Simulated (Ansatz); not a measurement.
SrO:
```
CELL_PARAMETERS angstrom
      4.27006     0.00000     0.00000
     -2.13503     3.69798     0.00000
      0.00000     0.00000     5.14440
ATOMIC_POSITIONS crystal
  Sr 0.33333 0.66667 0.75000
  Sr 0.66667 0.33333 0.25000
  O  0.33333 0.66667 0.25000
  O  0.66667 0.33333 0.75000
```

Relaxed with r²SCAN. Independent-particle spectrum: no excitons, no local fields, no scissors shift; 0.1 eV broadening; ε₁ of the summed bands alone.

Question: Tabulate the dielectric function from plane-wave PAW r²SCAN (Ansatz code).

Answer: 

| E (eV) | ε₁ xx | ε₂ xx | ε₁ zz | ε₂ zz |
|---|---|---|---|---|
| 0.0 | 3.25 | 0.00 | 3.10 | 0.00 |
| 0.3 | 3.25 | 0.00 | 3.11 | 0.00 |
| 0.6 | 3.26 | 0.00 | 3.12 | 0.00 |
| 0.9 | 3.28 | 0.00 | 3.13 | 0.00 |
| 1.2 | 3.31 | 0.00 | 3.16 | 0.00 |
| 1.5 | 3.35 | 0.00 | 3.19 | 0.00 |
| 1.8 | 3.39 | 0.00 | 3.23 | 0.00 |
| 2.1 | 3.45 | 0.00 | 3.29 | 0.00 |
| 2.4 | 3.53 | 0.00 | 3.37 | 0.00 |
| 2.7 | 3.63 | 0.00 | 3.48 | 0.00 |
| 3.0 | 3.75 | 0.00 | 3.71 | 0.04 |
| 3.3 | 3.93 | 0.00 | 3.77 | 0.30 |
| 3.6 | 4.17 | 0.01 | 3.78 | 0.38 |
| 3.9 | 4.58 | 0.01 | 3.90 | 0.42 |
| 4.2 | 5.22 | 0.54 | 4.30 | 0.54 |
| 4.5 | 5.56 | 1.12 | 4.30 | 1.29 |
| 4.8 | 5.79 | 2.01 | 4.04 | 1.80 |
| 5.1 | 5.67 | 3.99 | 3.24 | 1.73 |
| 5.4 | 3.89 | 4.54 | 3.20 | 1.44 |
| 5.7 | 1.97 | 4.22 | 3.36 | 1.35 |
| 6.0 | 1.61 | 3.06 | 3.59 | 1.68 |
| 6.3 | 1.69 | 2.72 | 2.95 | 1.94 |
| 6.6 | 1.32 | 2.37 | 2.85 | 1.53 |
| 6.9 | 0.96 | 1.86 | 3.02 | 1.30 |
| 7.2 | 1.30 | 0.83 | 3.34 | 1.25 |
| 7.5 | 2.06 | 0.48 | 4.10 | 1.28 |
| 7.8 | 2.91 | 0.49 | 3.93 | 2.80 |
| 8.1 | 3.54 | 1.09 | 3.21 | 2.95 |
| 8.4 | 3.56 | 1.82 | 2.20 | 2.55 |
| 8.7 | 3.77 | 2.44 | 3.08 | 2.18 |
| 9.0 | 3.49 | 3.07 | 2.70 | 2.53 |
| 9.3 | 2.78 | 3.74 | 3.47 | 2.52 |
| 9.6 | 2.15 | 3.83 | 3.77 | 3.81 |
| 9.9 | 1.52 | 3.85 | 2.96 | 5.56 |
| 10.2 | 0.96 | 4.74 | 0.31 | 5.09 |
| 10.5 | 0.09 | 3.26 | -0.29 | 4.29 |
| 10.8 | -0.30 | 3.47 | -0.74 | 3.03 |
| 11.1 | -1.52 | 2.27 | -0.81 | 2.57 |
| 11.4 | -0.52 | 1.31 | -0.64 | 1.84 |
| 11.7 | -0.47 | 1.27 | -0.58 | 1.75 |
| 12.0 | -0.22 | 0.80 | -0.49 | 0.98 |

Question: From ε at 5.0 eV (xx: 6.09 + 3.13i), find n, k, the normal reflectivity and the absorption coefficient.

Answer: n = 2.54, k = 0.615, R = 21 %, α = 2kE/ħc = 310000 cm⁻¹.

With all bands, ε∞ without local fields is 3.34 (xx = yy), 3.20 (zz). DFPT, with local fields, gives 3.15 (xx = yy), 3.17 (zz).

Space group P6_3/mmc. The first step of the workflow began from a Materials Project structure, measured or hypothetical; the Crystallography Open Database copy checked does not list it. It is not the phase usual at ambient conditions (space group No. 225). Symmetry was held in the r²SCAN relaxation; phonons on a q-mesh show no instability. Scalar-relativistic: spin–orbit coupling is off unless named, which matters more the heavier the elements.

Potentials: the later of the program's two PAW sets.
